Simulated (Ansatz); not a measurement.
## MoS2 with indium replacing Mo: what each run costs

MoS2 with indium replacing Mo, neutral cell. Cell: 36 atoms, space group Pm, a = 9.507 Å, b = 6.338 Å, c = 12.324 Å, α = 90.00°, β = 90.00°, γ = 120.00°.

All runs are DFT with Ansatz 0.2.0 on 4 threads of Arm Neoverse V2 (aarch64; 8 cores open to the job, memory cap 10.0 GiB, no GPU), a shared host.

Question: Rank the runs by wall time, shortest first.
A. single point at relaxed positions, r2SCAN, collinear spin, 500 eV, 3×4×2 k-points, smearing 0.01 eV
B. single point, PBE, collinear spin, 420 eV, 3×4×2 k-points, smearing 0.01 eV
C. relaxation of the ions, PBE, collinear spin, 420 eV, 3×4×2 k-points, smearing 0.01 eV

Answer: B (4.5 min, 4 GiB), A (10 min, 5.9 GiB), C (15 min, 4.7 GiB).
